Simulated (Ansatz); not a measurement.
Cu:
```yaml
crystal:
  lattice:
    - [0.00000, 1.78168, 1.78168]
    - [1.78168, 0.00000, 1.78168]
    - [1.78168, 1.78168, 0.00000]
  atoms:
    - { symbol: Cu, position: [0.00000, 0.00000, 0.00000] }
```

Relaxed with PBE+D3(BJ). Special points in fractions of this cell's reciprocal vectors: Γ (0.000, 0.000, 0.000); X (0.500, 0.000, 0.500); U (0.625, 0.250, 0.625); K (0.375, 0.375, 0.750); L (0.500, 0.500, 0.500); W (0.500, 0.250, 0.750).

Problem. List the band energies nearest the Fermi level at these points for the program Ansatz at the PBE+D3(BJ) level (PAW).

Solution. In eV from the Fermi level; about four levels below and three above (degenerate sets whole), none deeper than 8.9 eV; … stands for higher levels left out; points with the same levels are listed once.

| k | below | above |
|---|---|---|
| Γ | -3.12 -3.12 -3.12 -2.23 -2.23 | … |
| X | -4.63 -1.63 -1.46 -1.46 | 1.43 … |
| U | -4.25 -2.86 -2.09 -1.67 | 4.43 … |
| L | -3.16 -3.16 -1.61 -1.61 -1.16 | … |
| W | -3.68 -3.68 -2.28 -1.46 | … |

Space group Fm-3m (fcc (Cu type)). Symmetry was held in the PBE+D3(BJ) relaxation. The run is not spin-polarised. The pairwise dispersion correction was not fitted to metals.

Potentials: the later of the program's two PAW sets.
